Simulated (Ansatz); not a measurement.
Relaxed CaO (rock salt):

```xyz
4
Lattice="0.0000 4.8307 4.8307 2.4153 2.4153 4.8307 2.4153 2.4153 0.0000" Properties=species:S:1:pos:R:3 pbc="T T T"
O      0.0000     0.0000     0.0000
O      2.4153     4.8307     7.2460
Ca     2.4153     7.2460     7.2460
Ca     2.4153     4.8307     4.8307
```

A phonon eigenvector at X = (0.5, 0.5, 0.0) is frozen into this cell: atom i moves by Q times the vector below, so Q is the largest atomic displacement, in Å. The cell is held. (q is in reciprocal vectors of the primitive cell; the cell shown is doubled to hold the pattern.)

```
atom      x      y       z
----  -----  -----  ------
O1    0.000  0.000  -0.592
O2    0.000  0.000   0.592
Ca3   0.000  0.000   1.000
Ca4   0.000  0.000  -1.000
```

Computed with PBE (plane waves to 420 eV, PAW, scalar-relativistic; Ansatz, a first-principles code). k mesh 12×12×12 (Γ-centred), Fermi-Dirac smearing 0.05 eV. Compression counts positive. CaO was relaxed with its symmetry unable to fall. 

```tsv
Q (Å)	P (GPa)
-0.180	(withheld)
-0.150	3.8
-0.120	2.4
-0.090	1.3
-0.060	0.6
-0.030	0.2
0.000	0.0
0.030	0.2
0.060	0.6
0.090	1.3
0.120	2.4
0.150	3.8
0.180	(withheld)
```

Task: Complete the blanks.

Result: 
- -0.180, P (GPa): 5.6
- 0.180, P (GPa): 5.6

(A displaced cell: forces are minus the slopes of the energy, force constants its curvatures, and phonons follow from these.)
